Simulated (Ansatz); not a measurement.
# HfO₂, first-principles data

HfO$_{2}$:
```
HfO2
1.0
    0.00000     2.52952     2.52952
    2.52952     0.00000     2.52952
    2.52952     2.52952     0.00000
Hf O
1 2
Direct
  0.00000   0.00000   0.00000
  0.75000   0.75000   0.75000
  0.25000   0.25000   0.25000
```

Space group Fm-3m (No. 225), fluorite; conventional cell a = 5.0590 Å, b = 5.0590 Å, c = 5.0590 Å, α = 90.00°, β = 90.00°, γ = 90.00°.

Method: r²SCAN in the plane-wave PAW code Ansatz. Geometry: relaxed at this level of theory. Other levels are named where they apply.

**Cell and energy**

```json
{
 "volume_per_atom": "10.79 Å³",
 "density": "10.80 g/cm³",
 "Formation energy from the elements (no fitted shifts)": "-3.69 eV/atom"
}
```

**Electronic structure**

```json
{
  "band_gap": "4.30 eV (direct)",
  "valence_band_maximum": "at X",
  "conduction_band_minimum": "at X (3 equivalent valleys)",
  "electron_effective_mass": "0.76, 0.76, 1.2 mₑ (principal values)",
  "Electron effective mass with spin–orbit coupling": "0.77, 0.77, 1.2 mₑ (principal values)",
  "hole_effective_mass": "0.28, 2.9, 2.9 mₑ (principal values)",
  "Hole effective mass with spin–orbit coupling": "0.28, 2.9, 2.9 mₑ (principal values)",
  "HSE06 gap on the r²SCAN cell": "5.41 eV",
  "Gap with spin–orbit coupling": "4.30 eV"
}
```

**Mechanics**

```json
{
  "Bulk modulus (Birch–Murnaghan fit)": "271 GPa",
  "Pressure derivative B′": "4.2",
  "Elastic constants (relaxed ions, GPa)": "C11 = 599, C12 = 107, C44 = 74.0",
  "mechanical_stability": "stable (all eigenvalues of C positive)",
  "hill_bulk_and_shear_moduli": "271 and 123 GPa",
  "Young's modulus": "320 GPa",
  "Poisson's ratio": "0.30",
  "debye_temperature_from_the_elastic_constants": "508 K"
}
```

**Dielectric response**

```json
{
  "Electronic dielectric constant ε∞ (DFPT)": "4.91",
  "Static dielectric constant ε0 (ions relaxed, cell fixed)": "35.0",
  "Born charges (a third of the trace)": "Hf +5.51, O -2.75 e"
}
```

**Phonons**

```json
{
 "Highest zone-centre frequency (without LO–TO term)": "73.5 meV",
 "zone_centre_stability": "no imaginary mode at Γ",
 "dynamical_stability_on_the_path": "unstable, down to 180i cm⁻¹"
}
```

**Charges**

```json
{
 "bader_charges": "Hf +2.77, O -1.39 e"
}
```

This is a known high-temperature phase of the composition, computed here at zero pressure and temperature. The r²SCAN relaxation kept the symmetry of its start. No spin polarisation was allowed. The references are the lowest solids computed at this level, not always the standard phases (solids in place of the gases). Spin–orbit coupling is left out wherever it is not named.

Potentials: the earlier of the program's two PAW sets.
